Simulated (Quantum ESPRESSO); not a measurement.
Band energies of C

```xyz
4
Lattice="1.2323 0.7114 6.9664 -1.2323 0.7114 6.9664 0.0000 -1.4229 6.9664" Properties=species:S:1:pos:R:3 pbc="T T T"
C      0.0000     0.0000    19.2063
C      0.0000     0.0000     1.6930
C      0.0000     0.0000     5.2731
C      0.0000     0.0000    15.6262
```

norm-conserving PBEsol (Quantum ESPRESSO, 82 Ry, scalar-relativistic); path ΓLB1,BZΓX,QFP1Z,LP; energies in eV from the Fermi level.

| k (1/Å) | point | band 4 | band 5 | band 6 | band 7 | band 8 | band 9 | band 10 | band 11 |
|---|---|---|---|---|---|---|---|---|---|
| 0.00 | Γ | -6.77 | -2.97 | -2.97 | -2.97 | -2.97 | 3.80 | 8.41 | 8.41 |
| 0.63 |  | -6.47 | -6.42 | -5.55 | -4.64 | -4.63 | 5.20 | 8.04 | 8.20 |
| 1.37 |  | -12.72 | -6.37 | -6.35 | -3.02 | -2.09 | 1.45 | 2.44 | 7.44 |
| 1.48 | L | -13.19 | -6.40 | -6.38 | -2.79 | -1.95 | 1.21 | 2.21 | 7.42 |
| 2.14 |  | -12.34 | -9.93 | -9.92 | -1.32 | -0.53 | 0.71 | 1.07 | 10.00 |
| 2.36 | B1 | -12.34 | -10.60 | -10.56 | -0.31 | -0.28 | -0.01 | 0.64 | 9.62 |
| 2.36 | B | -12.34 | -10.60 | -10.56 | -0.31 | -0.28 | -0.01 | 0.64 | 9.62 |
| 2.78 |  | -10.27 | -8.84 | -8.79 | -3.02 | -2.87 | 2.70 | 3.40 | 9.90 |
| 3.40 |  | -6.31 | -6.09 | -6.04 | -5.04 | -5.01 | 7.15 | 7.61 | 8.14 |
| 4.03 | Z | -7.57 | -2.98 | -2.98 | -2.96 | -2.96 | 5.94 | 6.43 | 8.38 |
| 4.14 |  | -7.34 | -2.98 | -2.98 | -2.96 | -2.96 | 5.20 | 7.28 | 8.39 |
| 4.48 | Γ | -6.77 | -2.97 | -2.97 | -2.97 | -2.97 | 3.80 | 8.41 | 8.41 |
| 4.88 |  | -6.25 | -4.52 | -4.52 | -3.91 | -3.91 | 4.35 | 8.72 | 8.73 |
| 5.59 |  | -9.47 | -8.02 | -8.01 | -4.49 | -3.10 | 4.09 | 4.20 | 7.96 |
| 6.20 | X | -12.42 | -10.62 | -10.57 | -0.35 | -0.21 | 0.06 | 0.54 | 9.62 |
| 6.20 | Q | -12.42 | -10.62 | -10.57 | -0.35 | -0.21 | 0.06 | 0.54 | 9.62 |
| 6.82 |  | -13.13 | -6.92 | -6.87 | -2.32 | -2.17 | 1.50 | 1.80 | 7.98 |
| 7.03 | F | -13.23 | -6.41 | -6.37 | -2.46 | -2.31 | 1.54 | 1.83 | 7.30 |
| 7.03 | P1 | -13.14 | -6.41 | -6.37 | -2.57 | -2.23 | 1.39 | 2.04 | 7.32 |
| 7.41 |  | -10.21 | -5.94 | -5.91 | -4.32 | -4.14 | 3.81 | 4.65 | 7.56 |
| 8.09 |  | -7.09 | -4.49 | -4.45 | -3.75 | -3.72 | 6.40 | 6.87 | 8.44 |
| 8.47 | Z | -7.57 | -2.98 | -2.98 | -2.96 | -2.96 | 5.94 | 6.43 | 8.38 |
| 8.47 | L | -13.19 | -6.40 | -6.38 | -2.79 | -1.95 | 1.21 | 2.21 | 7.42 |
| 8.77 | P | -13.14 | -6.41 | -6.37 | -2.57 | -2.23 | 1.39 | 2.04 | 7.32 |

Along the path the PBEsol gap is only about 0.04 eV, below what this setup resolves reliably; no G0W0 run was built on it. Semilocal functionals shrink small gaps, and the order of the bands at the edge may be inverted.

Geometry relaxed with PBE+D3(BJ).

This is not the ordinary phase of the substance.
